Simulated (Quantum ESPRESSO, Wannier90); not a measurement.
**Wannierisation of HgSe (P3₂21)**

```
begin unit_cell_cart
ang
    4.4216834770    0.0000000000    0.0000000000
   -2.2108417385    3.8292902185    0.0000000000
    0.0000000000    0.0000000000    9.9015996221
end unit_cell_cart
begin atoms_frac
Hg  -0.0000000000 -0.2781200000  0.3333333333
Hg   0.2781200000  0.2781200000  0.0000000000
Hg  -0.2781200000  0.0000000000 -0.3333333333
Se  -0.0000000000  0.4940600000 -0.1666666667
Se  -0.4940600000 -0.4940600000  0.5000000000
Se   0.4940600000  0.0000000000  0.1666666667
end atoms_frac
```

Structure: Materials Project mp-1018722, symmetrised, not relaxed again. Not found in the COD (Crystallography Open Database) copy used, which has the formula in other groups; not checked further. Method: PBEsol plane waves in Quantum ESPRESSO 7.5 (PseudoDojo norm-conserving files, 69 Ry, no spin polarisation, no spin-orbit coupling), Bloch states on a 4×4×4 mesh through Γ, Wannier90 4.0.1. Density: 12×12×4 mesh, cold smearing 0.01 Ry. The cell is built of weakly bound layers, chains or molecules, whose nearest atoms lie 3.28 Å apart. Database cells relaxed without dispersion often hold them too far apart, which can enlarge gaps and weakens couplings between them; spacing and stacking were not compared with the measured crystal. Spin-orbit coupling is left out although heavy elements are present.

Bands 28-30,46-54 form an isolated set from -13.15 to 0.00 eV relative to the valence-band maximum (on the path) and are turned into 12 Wannier functions by minimising the spread from the start: SCDM (isolated). Bands 31–45 (Hg 5d 93 %, Se 4p 5 %) lie between the kept ones and are excluded.

### Question
Where do the functions sit, how wide are they and what are they made of?

### Answer
| functions | spread (Å²) | nearest atom, distance (Å) | second atom, distance (Å) | weight on atomic waves |
|---|---|---|---|---|
| 6 | 2.66 | Se 0.49 | Hg 2.59 | Se 4p 50 %, Se 4s 38 %, Hg 5d 7 % |
| 6 | 3.46 | Se 1.07 | Hg 1.46 | Se 4p 57 %, Hg 6s 25 %, Hg 5d 8 % |

Ω_I = 34.84 Å², Ω_total = 36.75 Å²; the interpolated bands follow pw.x to 23 meV rms on the path. It is the lowest total spread that any start reached here.
